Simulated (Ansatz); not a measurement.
Li (bcc, W type)

```cif
data_Li
_chemical_formula_sum 'Li1'
_space_group_name_H-M_alt 'P 1'
_space_group_IT_number 1
_cell_length_a 3.01055
_cell_length_b 3.01055
_cell_length_c 3.01055
_cell_angle_alpha 109.471
_cell_angle_beta 109.471
_cell_angle_gamma 109.471
loop_
_space_group_symop_operation_xyz
  'x, y, z'
loop_
_atom_site_label
_atom_site_type_symbol
_atom_site_fract_x
_atom_site_fract_y
_atom_site_fract_z
_atom_site_occupancy
Li1 Li 0.00000 0.00000 0.00000 1
```

The volume is varied about the relaxed value V₀ at fixed cell shape. Symmetry pins the atoms to their sites.

All values below come from r2SCAN (plane waves to 500 eV, PAW, scalar-relativistic; Ansatz, a quantum-chemistry and plane-wave program). k mesh 19×19×19 (Γ-centred), Fermi-Dirac smearing 0.05 eV. Energies are smeared free energies. Li was relaxed with its symmetry unable to fall. The PAW data are Ansatz's earlier set. ΔE is measured from the relaxed starting cell.

**Question.** Estimate the ΔE (kJ/mol of atoms) for V/V₀ = 0.840, 0.936, 0.968, 1.032, 1.096, 1.160.

**Answer.** 
| V/V₀ | ΔE (kJ/mol of atoms) |
|---|---|
| 0.840 | 2.7 |
| 0.936 | 0.4 |
| 0.968 | 0.1 |
| 1.032 | 0.1 |
| 1.096 | 0.7 |
| 1.160 | 1.7 |

(A scan under strain: stresses follow from slopes of the energy per volume, elastic moduli from its curvatures.)
